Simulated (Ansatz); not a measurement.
**Computed energy against volume: VN (rock salt)**

VN (rock salt)

```xyz
2
Lattice="0.0000 2.0584 2.0584 2.0584 0.0000 2.0584 2.0584 2.0584 0.0000" Properties=species:S:1:pos:R:3 pbc="T T T"
N      0.0000     0.0000     0.0000
V      2.0584     2.0584     2.0584
```

The volume is varied about the relaxed value V₀ at fixed cell shape. Symmetry pins the atoms to their sites.

Calculation: PBE (plane waves to 420 eV, PAW, scalar-relativistic; Ansatz, a first-principles code). k mesh 19×19×19 (Γ-centred), Fermi-Dirac smearing 0.05 eV. E stands for the smeared free energy. Stress and pressure are positive under compression. VN is run without spin polarisation. VN was relaxed with its symmetry unable to fall. The zero of ΔE is the relaxed starting cell.

| V/V₀ | ΔE (kJ/mol of atoms) | P (GPa) |
|---|---|---|
| 0.900 | 9.9 | 41.6 |
| 0.917 | 6.7 | 33.0 |
| 0.933 | 4.1 | 25.2 |
| 0.950 | 2.3 | 18.0 |
| 0.967 | 1.0 | 11.5 |
| 0.983 | 0.2 | 5.5 |
| 1.000 | 0.0 | 0.0 |
| 1.017 | 0.2 | -5.0 |
| 1.033 | 0.9 | -9.6 |
| 1.050 | 1.9 | -13.8 |
| 1.067 | 3.3 | -17.6 |
| 1.083 | 5.0 | -21.1 |
| 1.100 | 7.0 | -24.3 |

Summary:

The pressure at the smallest volume comes out as 41.6 GPa. The energy cost of the largest compression comes out as 103 meV/atom and the energy cost of the largest expansion is 72 meV/atom. The bulk modulus B₀ (third-order Birch-Murnaghan fit) comes out as 314 GPa and the pressure derivative B₀′ (fit) is 4.3. The equilibrium volume of the fit comes out as 8.72 Å³/atom and the pressure for 5 % compression (fit) is 18.0 GPa.

(Under strain, the slope of the energy per volume gives the stress and its curvature an elastic modulus.)
